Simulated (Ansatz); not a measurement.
ZnCo₃C (anti-perovskite, Pm-3m), PBEsol in the plane-wave PAW code Ansatz, all energies at zero smearing, with the estimated change up to a 700 eV cutoff added, with one set of potentials and settings (totals compare only within such a set). Cell of 5 atoms (1 Zn, 3 Co, 1 C): -18806.926 eV.

```json
[
 {"element": "Zn", "reference phase": "P6_3/mmc, 2 atoms in the cell", "E (eV/atom)": "-3280.9077"},
 {"element": "Co", "reference phase": "P6_3/mmc, 2 atoms in the cell, spin-polarised", "E (eV/atom)": "-5092.9959"},
 {"element": "C", "reference phase": "P6_3/mmc, 4 atoms in the cell", "E (eV/atom)": "-246.6950"}
]
```

Formation energy per atom, worked out: (-18806.926 − 1×(-3280.9077) − 3×(-5092.9959) − 1×(-246.6950))/5 = -0.067 eV/atom (-6 kJ per mol of atoms), at 0 K, without zero-point energy or fitted corrections.

The workflow started from a Materials Project entry (that database holds measured and hypothetical structures alike); the Crystallography Open Database copy checked does not list it. Whether it is the stable phase at ambient conditions was not checked. The cell was relaxed with PBEsol under the symmetry of its start; its stability against distortions is not shown here. The final state is ferromagnetic, the only order run, not a proven ground state. The references are the lowest solids computed at this level, not always the standard phases.

Potentials: the later of the program's two PAW sets.
